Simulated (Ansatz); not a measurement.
In2Ni3S2:
```
CELL_PARAMETERS angstrom
      2.68781     1.55180     4.49763
     -2.68781     1.55180     4.49763
      0.00000    -3.10361     4.49763
ATOMIC_POSITIONS crystal
  In 0.50000 0.50000 0.50000
  In 0.00000 0.00000 0.00000
  Ni 0.50000 0.00000 0.00000
  Ni 0.00000 0.50000 0.00000
  Ni 0.00000 0.00000 0.50000
  S  0.72314 0.72314 0.72314
  S  0.27686 0.27686 0.27686
```

Relaxed with r²SCAN. Special points in fractions of this cell's reciprocal vectors: Γ (0.000, 0.000, 0.000); T (0.500, 0.500, 0.500); H2 (0.754, 0.246, 0.500); H0 (0.500, -0.246, 0.246); L (0.500, 0.000, 0.000); S0 (0.373, -0.373, 0.000); S2 (0.627, 0.000, 0.373); F (0.500, 0.000, 0.500).

Problem. List the band energies nearest the Fermi level at these points for r²SCAN (plane waves, PAW; program Ansatz).

Solution. In eV from the Fermi level; about four levels below and three above (degenerate sets whole), none deeper than 8.9 eV; points with the same levels are listed once.

| k | below | above |
|---|---|---|
| Γ | -1.40 -1.40 -0.78 -0.34 -0.34 | 0.64 0.66 4.05 4.05 |
| T | -1.43 -1.43 -0.79 -0.15 -0.15 | 0.41 0.41 2.17 |
| H2 | -1.37 -1.34 -1.16 -0.02 | 0.04 2.11 2.57 |
| L | -1.45 -1.40 -0.29 -0.29 | 0.94 0.96 1.99 |
| S0 | -1.36 -1.27 -1.13 -0.38 | 0.59 2.08 2.49 |
| F | -1.47 -1.15 -1.11 -0.73 | 1.09 1.44 2.71 |

Space group R-3m. The first step of the workflow began from a Materials Project structure, measured or hypothetical; the Crystallography Open Database copy checked does not list it. Whether it is the stable phase at ambient conditions was not checked. Symmetry was held in the r²SCAN relaxation; whether a distortion lowers the energy is not shown. The run is not spin-polarised. Scalar-relativistic: spin–orbit coupling is off unless named, which matters more the heavier the elements.

Potentials: the later of the program's two PAW sets.
